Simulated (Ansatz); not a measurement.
Notes on YGe2Ru2

```
CELL_PARAMETERS angstrom
4.69258 -1.23326 0.60516
0.24333 5.07920 0.52213
0.70328 0.34883 4.11790
ATOMIC_POSITIONS crystal
Y 0.13301 0.05236 0.57851
Ru 0.86719 0.45453 0.83408
Ru 0.15946 0.68610 0.18368
Ge 0.35374 0.36831 0.91605
Ge 0.73065 0.97246 0.22343
```

Method: revPBE, no spin polarisation; PAW, plane waves to 420 eV, 4×4×5 (shifted by 0.5, 0.5, 0.5 steps) mesh, fermi-dirac occupations (width 0.0195 eV) (Ansatz 0.2.0), atoms fixed.

Task: Where is the largest force?

Result: The largest is on Ge5: 1.97 eV/Å, components (-1.81, -0.77, 0.06). It makes 122° with the line to a nearest neighbour, Ru2 at 2.54 Å.

Task: Is it stable against the elements?

Result: 0.37 eV an atom against the elements' usual phases (free molecules for gases, crystals otherwise, with no correction for O₂ or N₂), so at this geometry it isn't bound against them. Relaxing would lower it.

Task: Is there a gap?

Result: It is a metal, with about 4.6 states/eV a cell as the mean within 0.25 eV of the Fermi level, mostly Ru d (63 %), Ge p (17 %) and Y d (12 %).

Task: What does the stress say?

Result: The pressure is 9.2 GPa (compression positive), so with the atoms held at these fractions the cell would first expand; the forces are large, so a full relaxation may end otherwise. The principal stresses 1.7, 5.4, 20.4 GPa differ, so its shape would change too.

Task: Describe some of the short contacts.

Result: Ru–Ge at 2.35 Å: least valence density 0.60 e/Å³ and ELF 0.44 there. Ru–Ru at 2.59 Å: least valence density 0.48 e/Å³ and ELF 0.35 there. Y–Ge at 2.60 Å: least valence density 0.35 e/Å³ and ELF 0.28 there. These are pseudo-fields; inside the PAW spheres they differ from the all-electron ones.

Origin: a disordered cell, so it need not be a known compound. Caveats: many states at the Fermi level without spin polarisation, so a magnetic state may lie lower; the k mesh is coarse if the cell is a metal; atoms or cell far from equilibrium; forces of this functional can be a tenth off on these datasets.
